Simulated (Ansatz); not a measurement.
Ansatz input file:

```yaml
crystal:
  lattice:
    - [3.2528864422, 0.0, 0.0]
    - [-1.6264432211, 2.8170822946, 0.0]
    - [0.0, 0.0, 10.8132320843]
  atoms:
    - { symbol: Cd, position: [0.0, 0.0, 0.0] }
    - { symbol: Cd, position: [0.33333333, 0.66666667, 0.25] }
    - { symbol: Cd, position: [0.0, 0.0, 0.5] }
    - { symbol: Cd, position: [0.66666667, 0.33333333, 0.75] }
basis:
  ecutwfc: 420
kpoints:
  mp_grid: { grid: [15, 15, 4] }
hamiltonian:
  xc: pbesol
scf:
  occupations: { method: gaussian, width: 0.1 }
output:
  forces: true
  stress: true
  eigenvalues: true
```

Launched with
```bash
ansatz run input.yaml --threads 1 --pin off --max-ram 1331MiB --backend cpu --events-out ev --progress --plain --runs-dir out
```

Theory: DFT PBEsol, scalar-relativistic, plane waves, PAW in Ansatz 0.2.0.

Abridged output (iterations and final results):

```
SCF iter   1: F=—  HF=-32735.820337 eV  |F-HF|=—  |Δ(HF+E_count)|=         —  Δρ=5.10e-3  dr2=2.26e-2  ethr=1.77e-3  ⟨swp⟩=6.4  Hψ=13406  notcnv=0  defer=30
SCF iter   2: F=—  HF=-32735.814116 eV  |F-HF|=—  |Δ(HF+E_count)|=   6.22e-3  Δρ=1.49e-3  dr2=2.63e-3  ethr=2.83e-5  ⟨swp⟩=2.1  Hψ=6170  notcnv=0  defer=39
SCF iter   3: F=—  HF=-32735.813270 eV  |F-HF|=—  |Δ(HF+E_count)|=   8.46e-4  Δρ=5.41e-4  dr2=3.22e-4  ethr=3.29e-6  ⟨swp⟩=2.0  Hψ=5198  notcnv=0  defer=39
SCF iter   4: F=—  HF=-32735.813187 eV  |F-HF|=—  |Δ(HF+E_count)|=   8.28e-5  Δρ=1.17e-4  dr2=1.90e-5  ethr=4.03e-7  ⟨swp⟩=2.0  Hψ=5615  notcnv=0  defer=39
SCF iter   5: F=—  HF=-32735.813207 eV  |F-HF|=—  |Δ(HF+E_count)|=   2.03e-5  Δρ=3.14e-5  dr2=1.57e-6  ethr=2.37e-8  ⟨swp⟩=2.0  Hψ=3907  notcnv=0  defer=39
SCF iter   6: F=-32735.813207 eV  HF=-32735.813207 eV  |F-HF|=3.58e-8  |Δ(HF+E_count)|=   2.42e-7  Δρ=6.53e-6  dr2=6.46e-8  ethr=1.25e-10  ⟨swp⟩=7.2  Hψ=17068  notcnv=0
SCF 1 converged in 6 iterations: F = -32735.813207 eV  dr2 = 6.46e-8
SCF converged after 6 iterations
Free energy (F): -32735.813207 eV
Harris-Foulkes:  -32735.813207 eV  (|F-HF|=3.58e-8)
Internal energy: -32735.804711 eV  (E = F + TS)
E sigma→0 (E₀):  -32735.808959 eV
Entropy (-TS):   -0.008496 eV (-2.124 meV/atom)
Fermi energy:    12.050716 eV
--- Per-component energies (eV) ---
  E_band       = -1754.998011
  E_kinetic    = 2015.617498
  E_local      = -12582.596342  (includes V_loc(G=0)·N_el)
  E_nonlocal   = 142.039669
  E_hartree    = 5853.298256
  E_xc         = -699.686638
  E_vxc        = -881.231857  (∫ρ·V_xc dr)
  E_paw        = -16052.823412  (= ΣΔE_a)
  E_vpaw       = -2155.401744  (= ΣTr[D̂ρ^β])
  E_aug_tail   = 0.000052  (compensation charges beyond the density's cutoff)
  E_ewald      = -11413.021632
  E_core_change = 1.367839  (= ΣΔE_core)
  E_smearing   = -0.008496  (= −TS)
--- Forces (eV/Å), atoms counted from 1 ---
  atom   1  Cd     0.00000000     0.00000000     0.00000000
  atom   2  Cd     0.00000000     0.00000000     0.00000000
  atom   3  Cd     0.00000000     0.00000000     0.00000000
  atom   4  Cd     0.00000000     0.00000000     0.00000000
--- Stress (GPa, compression-positive) ---
       -5.953112       0.000000       0.000000
        0.000000      -5.953112       0.000000
        0.000000       0.000000      -6.043271
  P = ⅓ Tr σ = -5.9832 GPa (-59.832 kbar)
--- Band table (eV; the first three rows and the last of 81) ---
  k-point 0: bands = ["-90.5796", "-90.5795", "-90.5578", "-90.5578", "-51.6650", "-51.6614", "-51.6531", "-51.6531", "-51.6531", "-51.6531", "-51.6425", "-51.6389", "-51.6296", "-51.6296", "-51.6296", "-51.6296", "2.9112", "3.0760", "3.0985", "3.2333", "3.2641", "3.2641", "3.2819", "3.2819", "3.3222", "3.3222", "3.3563", "3.3563", "3.5630", "3.5630", "3.6696", "3.6696", "3.7441", "3.7441", "3.8734", "3.8734", "4.1006", "5.6198", "5.6345", "10.0805", "10.3238", "17.3885", "17.3888", "23.5362", "23.5362", "24.3507", "24.4668", "24.4668"]
  k-point 1: bands = ["-90.5796", "-90.5796", "-90.5578", "-90.5578", "-51.6645", "-51.6620", "-51.6531", "-51.6531", "-51.6531", "-51.6531", "-51.6419", "-51.6393", "-51.6296", "-51.6296", "-51.6296", "-51.6296", "2.9247", "3.0197", "3.1522", "3.2266", "3.2710", "3.2710", "3.2908", "3.2908", "3.3128", "3.3128", "3.3443", "3.3443", "3.5762", "3.5762", "3.6451", "3.6451", "3.7745", "3.7745", "3.8598", "3.8598", "4.1914", "4.9506", "6.4965", "8.7869", "11.7826", "15.3856", "19.4955", "23.6081", "23.6081", "23.7114", "24.1338", "24.1338"]
  k-point 2: bands = ["-90.5796", "-90.5796", "-90.5578", "-90.5578", "-51.6634", "-51.6634", "-51.6531", "-51.6531", "-51.6531", "-51.6531", "-51.6405", "-51.6405", "-51.6296", "-51.6296", "-51.6296", "-51.6296", "2.9629", "2.9629", "3.2007", "3.2007", "3.2889", "3.2889", "3.2889", "3.2889", "3.3178", "3.3178", "3.3178", "3.3178", "3.6077", "3.6077", "3.6077", "3.6077", "3.8229", "3.8229", "3.8229", "3.8229", "4.4719", "4.4719", "7.5523", "7.5523", "13.5113", "13.5113", "21.6563", "21.6563", "23.8162", "23.8162", "23.8162", "23.8162"]
  k-point 80: bands = ["-90.5785", "-90.5785", "-90.5567", "-90.5567", "-51.6649", "-51.6649", "-51.6645", "-51.6645", "-51.6603", "-51.6603", "-51.6410", "-51.6410", "-51.6403", "-51.6403", "-51.6402", "-51.6402", "3.0104", "3.0104", "3.1387", "3.1387", "3.2896", "3.2896", "3.3268", "3.3268", "3.4201", "3.4201", "3.4332", "3.4332", "3.5764", "3.5764", "3.6510", "3.6510", "3.8383", "3.8383", "3.8728", "3.8728", "11.5802", "11.5802", "11.6871", "11.6871", "12.2815", "12.2815", "14.4180", "14.4180", "14.6739", "14.6739", "15.1806", "15.1806"]
```

Self-consistency was reached.